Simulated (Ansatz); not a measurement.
RbCl:
```cif
data_ClRb
_chemical_formula_sum 'Rb1 Cl1'
_space_group_name_H-M_alt 'P 1'
_space_group_IT_number 1
_cell_length_a 4.62671
_cell_length_b 4.62671
_cell_length_c 4.62671
_cell_angle_alpha 60.000
_cell_angle_beta 60.000
_cell_angle_gamma 60.000
loop_
_space_group_symop_operation_xyz
  'x, y, z'
loop_
_atom_site_label
_atom_site_type_symbol
_atom_site_fract_x
_atom_site_fract_y
_atom_site_fract_z
_atom_site_occupancy
Rb1 Rb 0.00000 0.00000 0.00000 1
Cl1 Cl 0.50000 0.50000 0.50000 1
```

Relaxed with DFT-PBEsol in the program Ansatz with PAW potentials. Indices refer to the conventional cell of Fm-3m, a = 6.5432 Å, b = 6.5432 Å, c = 6.5432 Å, α = 90.00°, β = 90.00°, γ = 90.00°.

**Question.** Simulate the powder diffraction pattern (Cu Kα, λ = 1.54184 Å; lines above 1 %) up to 2θ = 90°.

**Answer.** Simulated powder pattern, Cu Kα, λ = 1.54184 Å (kinematic, ideal powder, no thermal factors, no anomalous dispersion; the 30 strongest lines at most, above 1 %, up to 2θ = 90°):

```
2θ (°)  d (Å)  I/Imax (%)          hkl
------  -----  ----------  -----------
23.55   3.778          30        (111)
27.26   3.272         100        (200)
38.93   2.313          74        (220)
46.00   1.973          17        (311)
48.18   1.889          26        (222)
56.24   1.636          12        (400)
61.80   1.501         7.2        (331)
63.59   1.463          32        (420)
70.51   1.336          24        (422)
75.50   1.259         5.4  (511)+(333)
83.59   1.157         7.6        (440)
88.38   1.106         5.6        (531)
89.97   1.091          17  (442)+(600)
```

The PBEsol relaxation kept the symmetry of its start.

Potentials: the later of the program's two PAW sets.
